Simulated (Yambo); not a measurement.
Yambo run on NaH (rock salt, space group Fm-3m, No. 225). The wavefunctions are PBEsol (pw.x of Quantum ESPRESSO, ONCV potentials, no spin-orbit coupling) ones on a 6×6×6 mesh (5 occupied bands); a = 3.3749 Å, b = 3.3749 Å, c = 3.3749 Å, α = 60.00°, β = 60.00°, γ = 60.00°.

Yambo input:

```
rim_cut
gw0
dyson
el_el_corr
HF_and_locXC
cohsex
em1s
RandQpts= 1000000
RandGvec= 1 Ry
EXXRLvcs= 88 Ry
VXCRLvcs= 352 Ry
Chimod= "HARTREE"
% BndsRnXs
 2 | 101 |
%
NGsBlkXs= 14 Ry
% LongDrXs
 1.0 | 1.0 | 1.0 |
%
ExtendOut
% QPkrange
 4 | 4 | 5 | 6 |
 16 | 16 | 5 | 5 |
%
```

k points by index: 4 = L, 16 = (0.167, -0.5, -0.333).

Resulting energies as the program prints them:

```
#    K-point    Band    Eo [eV]    E [eV]    E-Eo [eV]    Vxc [eV]    Vnlxc [eV]    Sc|Eo [eV]    Re(Z)    Im(Z)
#
    4    5    -0.871157    -4.892849    -4.021692    -10.24205    -14.15272    -0.111019    1.000000    0.000000
    4    6    3.676986    3.340459    -0.336527    -7.483255    -3.567960    -4.251821    1.000000    0.000000
    16    5    0.000000    -4.092442    -4.092442    -10.38896    -13.99422    -0.487176    1.000000    0.000000
```
(The two width columns are left out.) Convergence of these settings isn't established.

Geometry of the Materials Project entry, not relaxed at this level.
